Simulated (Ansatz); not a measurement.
RbSr3: what symmetry allows forces and stress to be

```yaml
crystal:
  lattice:
    - [-3.12638, 3.32504, 6.06466]
    - [3.12638, -3.32504, 6.06466]
    - [2.75550, 2.95417, -6.06466]
  atoms:
    - { symbol: Rb, position: [0.00000, 0.00000, 0.00000] }
    - { symbol: Sr, position: [0.77773, 0.27773, 0.50000] }
    - { symbol: Sr, position: [0.22227, 0.72227, 0.50000] }
    - { symbol: Sr, position: [0.50000, 0.50000, 0.00000] }
```

Level of theory: DFT PBEsol, scalar-relativistic, plane waves, PAW (Ansatz 0.2.0).

Cutoff 420 eV; k points 10×10×10 on the computed 4-atom cell (Γ-centred); Gaussian smearing, width 0.10 eV; no spin polarisation.

This distorted cell has space group C2/m, with 4 operations.

Question: Without a calculation: in which directions can each atom feel a force?

Answer: A force must be left unchanged by every operation that keeps its atom in place, so it lies in the space that those operations leave fixed. Atoms that the group maps onto each other feel forces of one size.
```csv
atom,site symmetry,operations at the site,equivalent to atom,allowed force (Cartesian)
Rb1,2/m,4,1,none
Sr2,2,2,2,"along (0.00, 0.00, 1.00)"
Sr3,2,2,2,"along (0.00, 0.00, 1.00)"
Sr4,2/m,4,4,none
```

That leaves 1 independent force component of 12. A relaxation in this cell that keeps the symmetry moves the atoms in these directions alone.

Question: And the stress tensor?

Answer: It must be invariant under the point group, which leaves 4 independent components: yz, xz vanish.

Question: Do the computed values obey this?

Answer: Yes. Forces (eV/Å):
```
Rb1  0.000  0.000  0.000
Sr2  0.000  0.000 -0.371
Sr3  0.000  0.000  0.371
Sr4  0.000  0.000  0.000
```

Stress (GPa, compression positive, xx yy zz yz xz xy): 0.57 0.52 0.13 0.00 0.00 1.17. The program imposes the same operations on density, forces and stress, so this confirms the analysis and is no independent test of the calculation.